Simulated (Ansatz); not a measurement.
MoP in space group P-6m2 (No. 187; Mo on 1a, P on 1f) under volume change, PBE (plane waves, PAW; program Ansatz), shape and atoms relaxed at each volume.

```json
[
 {"V (Å³/atom)": "13.225", "E − E(relaxed) (meV/atom)": "…", "P (GPa)": "…"},
 {"V (Å³/atom)": "13.661", "E − E(relaxed) (meV/atom)": "39.1", "P (GPa)": "15.21"},
 {"V (Å³/atom)": "14.097", "E − E(relaxed) (meV/atom)": "9.2", "P (GPa)": "6.97"},
 {"V (Å³/atom)": "14.533", "E − E(relaxed) (meV/atom)": "0.0", "P (GPa)": "-0.05"},
 {"V (Å³/atom)": "14.969", "E − E(relaxed) (meV/atom)": "8.4", "P (GPa)": "-5.99"},
 {"V (Å³/atom)": "15.405", "E − E(relaxed) (meV/atom)": "31.8", "P (GPa)": "-11.06"},
 {"V (Å³/atom)": "15.841", "E − E(relaxed) (meV/atom)": "…", "P (GPa)": "…"}
]
```

Q: Some entries are withheld; supply them.

A: 
- 13.225, E − E(relaxed) (meV/atom): 93.2
- 13.225, P (GPa): 24.88
- 15.841, E − E(relaxed) (meV/atom): 67.8
- 15.841, P (GPa): -15.35

Q: What does a third-order Birch–Murnaghan fit give for V₀, B₀ and B′?

A: V₀ = 14.53 Å³/atom, B₀ = 215 GPa, B′ = 4.4.

The cell keeps a stress of up to 0.2 GPa. Symmetry was held in the PBE relaxation. The run is not spin-polarised.

Potentials: the later of the program's two PAW sets.
